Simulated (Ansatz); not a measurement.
Cs$_{2}$IBrCl$_{6}$:
```
Cs2IBrCl6
1.0
    0.00000     5.62093     5.62093
    5.62093     0.00000     5.62093
    5.62093     5.62093     0.00000
Cs I Br Cl
2 1 1 6
Direct
  0.25000   0.25000   0.25000
  0.75000   0.75000   0.75000
  0.00000   0.00000   0.00000
  0.50000   0.50000   0.50000
  0.22909   0.77091   0.77091
  0.77091   0.22909   0.22909
  0.77091   0.22909   0.77091
  0.22909   0.77091   0.22909
  0.77091   0.77091   0.22909
  0.22909   0.22909   0.77091
```

r²SCAN in the plane-wave PAW code Ansatz gives a gap of 0.96 eV without spin–orbit coupling, maximum at L, minimum at L.

Task: What happens when spin–orbit coupling is switched on?

Result: The gap drops by 0.42 eV, to 0.54 eV; maximum at L, minimum at L.

Task: Give the electron effective mass with spin–orbit coupling.

Result: 0.20, 0.20, 0.23 mₑ (principal values).

Task: Give the hole effective mass with spin–orbit coupling.

Result: 0.18, 0.20, 0.20 mₑ (principal values).

Space group Fm-3m. The first step of the workflow began from a Materials Project structure, measured or hypothetical; the Crystallography Open Database copy checked does not list it. Its standing as an ambient phase is unchecked. Symmetry was held in the r²SCAN relaxation; its stability against distortions is not shown here.

Potentials: the later of the program's two PAW sets.
